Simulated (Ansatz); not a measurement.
The relaxed structure here is a generated cell of CdO: the first start was made by placing the elements on the sites of a structure type, and the end was not matched to a known phase here, so it may be hypothetical. Known forms of CdO include space group No. 225.

The end point of a relaxation of CdO. Space group P6₃/mmc (No. 194), AFLOW prototype AB_hP12_194_af_bf (as in MoC). Level of theory: PBE (plane waves to 420 eV, PAW, scalar-relativistic; Ansatz, a first-principles code).

```cif
data_Cd6O6
_chemical_formula_sum 'Cd6 O6'
_space_group_name_H-M_alt 'P63/mmc'
_space_group_IT_number 194
_space_group_name_Hall '-P 6c 2c'
_cell_length_a 3.33694
_cell_length_b 3.33694
_cell_length_c 16.88123
_cell_angle_alpha 90.000
_cell_angle_beta 90.000
_cell_angle_gamma 120.000
loop_
_atom_site_label
_atom_site_type_symbol
_atom_site_symmetry_multiplicity
_atom_site_Wyckoff_symbol
_atom_site_fract_x
_atom_site_fract_y
_atom_site_fract_z
_atom_site_occupancy
Cd1 Cd 2 b 0.00000 0.00000 0.25000 1
Cd2 Cd 4 f 0.66667 0.33333 0.08239 1
O1 O 2 a 0.00000 0.00000 0.00000 1
O2 O 4 f 0.33333 0.66667 0.16432 1
```

For CdO, the volume per atom comes out as 13.57 Å³, the band gap is no gap on the sampled points, where the bands overlap only slightly; such a result is sensitive to mesh and level and the shortest distances is Cd–O 2.37 Å; O–O 2.89 Å; Cd–Cd 3.34 Å. The k-mesh is 13×13×3.

Band energies at high-symmetry points (eV from the Fermi level; labels of this space group; no spin-orbit coupling), from −5 eV up to 5.0 eV:

```tsv
point	energies
Γ	-4.05 -3.99 -3.68 -2.98 -2.72 -1.27 -1.13 -1.13 -1.10 -1.10 -0.77 -0.75 -0.75 -0.66 -0.66 -0.28 -0.28 -0.22 -0.22 0.90 1.33 2.95 3.36 4.58
M	-4.26 -3.98 -3.76 -3.71 -3.38 -3.25 -2.64 -2.41 -2.12 -2.09 -1.68 -1.53 -1.07 -1.03 -0.74 -0.54 -0.17 -0.10 3.52 4.20 4.23 4.58
K	-3.67 -3.67 -3.34 -3.00 -3.00 -2.98 -2.88 -2.88 -2.87 -2.25 -1.93 -1.93 -1.62 -1.62 -1.11 -0.80 -0.61 -0.61
A	-4.03 -4.03 -3.45 -3.45 -2.02 -2.02 -1.12 -1.12 -1.12 -1.12 -0.71 -0.71 -0.71 -0.71 -0.25 -0.25 -0.25 -0.25 0.05 0.05 2.16 2.16 4.08 4.08
L	-4.12 -4.12 -3.73 -3.73 -3.33 -3.33 -2.53 -2.53 -1.98 -1.98 -1.74 -1.74 -1.12 -1.12 -0.39 -0.39 -0.29 -0.29 3.77 3.77 4.49 4.49
H	-3.67 -3.67 -3.23 -3.23 -3.10 -3.10 -2.71 -2.71 -2.50 -2.50 -2.10 -2.10 -1.50 -1.50 -0.94 -0.94 -0.63 -0.63
```

No spin polarisation in the result.

The run could not lose the symmetry of its start, so the end can be a saddle point.
